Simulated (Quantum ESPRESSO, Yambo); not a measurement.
At a photon energy of 10.88 eV, RPA with local fields on PBEsol bands shifted by a G0W0 scissor of 2.85 eV (Quantum ESPRESSO and Yambo; 4×4×4 mesh, 154 bands, 3 Ry local-field block, 0.2 eV broadening) gives ε = 3.03 + 0.45i for SiO$_{2}$ (space group I4/mmm, No. 139), field along x. Axes are Cartesian, with cell vectors (Å) (-4.47, 4.47, 2.61), (4.47, -4.47, 2.61), (4.47, 4.47, -2.61).

Problem. Work out n, κ, the normal-incidence reflectivity, the absorption coefficient and the penetration depth.

Solution. 
|ε| = 3.06; n = √((|ε| + ε1)/2) = 1.75, κ = √((|ε| − ε1)/2) = 0.13. R = ((n − 1)² + κ²)/((n + 1)² + κ²) = 0.08. α = 2Eκ/(ħc) with ħc = 197.327 eV nm: 0.0142 per nm = 1.4 × 10⁵ per cm, a 1/e depth of 70 nm. The computed direct gap is 8.42 eV, and the energy scale of the real crystal may differ from it. Excitonic effects are left out, and values at one energy depend on mesh and broadening. The scissor comes from a G0W0 run whose convergence isn't established. Convergence of the RPA response with its 4×4×4 mesh was not tested.

Geometry of the Materials Project entry, not relaxed at this level; primitive cell a = 6.8425 Å, b = 6.8425 Å, c = 6.8425 Å, α = 98.38°, β = 98.38°, γ = 135.12°.

This is not the ordinary phase of the substance; no match was found in the copy of COD used, and its stability was not checked.
